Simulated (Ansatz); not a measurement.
Values for one crystal, relaxed and computed with the program Ansatz at the PBEsol level (PAW); other levels are named.

```yaml
volume_per_atom: 9.44 Å³
band_gap: 4.01 eV (smallest direct gap 4.02 eV)
electron_effective_mass: 0.34, 0.34, 0.57 mₑ (principal values)
conduction_band_minimum: at Γ
Formation energy from the elements (no fitted shifts): -2.67 eV/atom
valence_band_maximum: on the Γ–S0 line, 12 % of the way from Γ (k = -0.042, 0.000, 0.042 in fractions of the reciprocal vectors)
```

Problem. Which compound is it?
(A) AlZnInO4, R3m (Pearson symbol hR7)
(B) CaO, zinc blende
(C) MgO, R-3m (Pearson symbol hR16)
(D) B6P, R-3m (B on 18h, B on 18h, P on 6c)

Solution. C, MgO, R-3m (Pearson symbol hR16)

The first step of the workflow began from a Materials Project structure, measured or hypothetical; the Crystallography Open Database copy checked does not list it. It is not the phase usual at ambient conditions (space group No. 225). The PBEsol relaxation kept the symmetry of its start; whether a distortion lowers the energy is not shown. The references are the lowest solids computed at this level, not always the standard phases (solids in place of the gases).

Potentials: the earlier of the program's two PAW sets. The files were generated under PBE; for other functionals the program regenerates the frozen cores, and for LDA and PBEsol the local potential too.
